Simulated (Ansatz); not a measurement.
This run works on a generated trial structure, not on a known crystal.

Input and command of a plane-wave DFT calculation in Ansatz:

```yaml
crystal:
  lattice:
    - [4.55092509, 0.0, 0.0]
    - [0.0, 4.57616838, 0.0]
    - [-2.15490508, 0.0, 7.73487338]
  atoms:
    - { symbol: Ge, position: [0.16212429, 0.5, 0.79832929] }
    - { symbol: Ge, position: [0.83787571, 0.5, 0.20167071] }
    - { symbol: Ge, position: [0.68976058, 0.0, 0.87062126] }
    - { symbol: Ge, position: [0.31023942, 0.0, 0.12937874] }
    - { symbol: Ge, position: [0.0, 0.0, 0.5] }
    - { symbol: W, position: [0.14953072, 0.0, 0.79131453] }
    - { symbol: W, position: [0.85046928, 0.0, 0.20868547] }
basis:
  ecutwfc: 420
kpoints:
  mp_grid: { grid: [4, 4, 2] }
hamiltonian:
  xc: pbe
scf:
  occupations: { method: gaussian, width: 0.2 }
  lower_state_search: "off"
output:
  forces: true
  stress: true
  eigenvalues: true
relax:
  adjacent_minimum: "off"
  f_tol: 0.08
  max_steps: 16
  cell: { stress_tol: 0.8 }
```

```bash
ansatz run input.yaml --threads 1 --pin off --max-ram 2560MiB --backend cpu --events-out ev --progress --plain --runs-dir out
```

Processor: Arm Neoverse V2, 1 thread, on a host shared with other jobs.

**Question.** Estimate time, memory and problem size.

**Answer.** About 120 s, peak memory 0.5 GiB. It solves 59 bands at 18 k points (after reduction by symmetry) with about 3337 plane waves (on the last cell), in 62 SCF iterations over 9 ionic steps.
